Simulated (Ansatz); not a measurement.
WN2:
```xyz
12
Lattice="4.9925 0.0000 0.0000 0.0000 4.8255 0.0000 0.0000 0.0000 4.9149" Properties=species:S:1:pos:R:3 pbc="T T T"
W      0.3183     1.3565     1.1428
W      4.6742     3.4690     3.6003
W      2.8146     3.4690     1.1428
W      2.1779     1.3565     3.6003
N      1.7914     0.3517     0.6315
N      3.2011     4.4737     3.0889
N      4.2877     4.4737     0.6315
N      0.7048     0.3517     3.0889
N      1.2310     2.7557     4.8904
N      3.7615     2.0697     2.4329
N      3.7273     2.0697     4.8904
N      1.2652     2.7557     2.4329
```

Relaxed with PBEsol. Special points in fractions of this cell's reciprocal vectors: Γ (0.000, 0.000, 0.000); X (0.500, 0.000, 0.000); S (0.500, 0.500, 0.000); Y (0.000, 0.500, 0.000); Z (0.000, 0.000, 0.500); U (0.500, 0.000, 0.500); R (0.500, 0.500, 0.500); T (0.000, 0.500, 0.500).

Problem. List the band energies nearest the valence-band maximum at these points for PBEsol in the plane-wave PAW code Ansatz.

Solution. In eV from the valence-band maximum; about four levels below and three above (degenerate sets whole), none deeper than 8.9 eV; points with the same levels are listed once.

```tsv
k	below	above
Γ	-1.43 -0.50 -0.30 -0.25	0.89 1.37 1.47
X	-1.29 -1.29 -0.98 -0.98	1.45 1.45 2.26 2.26
S	-1.39 -1.39 -1.10 -1.10	1.44 1.44 1.89 1.89
Y	-1.36 -0.95 -0.50 0.00	0.57 0.83 1.60
Z	-1.08 -1.08 -0.47 -0.47	1.27 1.27 1.46 1.46
U	-1.33 -1.33 -1.33 -1.33	1.73 1.73 1.73 1.73
R	-1.38 -1.38 -1.38 -1.38	0.90 0.90 0.90 0.90
T	-1.30 -1.30 -0.89 -0.89	1.07 1.07 1.55 1.55
```

Space group Pca2_1. The start of the workflow was typed in or built on a structure type; neither database checked (COD, Materials Project) lists it. Whether it is the stable phase at ambient conditions was not checked. The PBEsol relaxation kept the symmetry of its start; whether a distortion lowers the energy is not shown. The workflow began spin-polarised and lost its moments. Scalar-relativistic: spin–orbit coupling is off unless named, which matters more the heavier the elements.

Potentials: the earlier of the program's two PAW sets. The files were generated under PBE; for other functionals the program regenerates the frozen cores, and for LDA and PBEsol the local potential too.
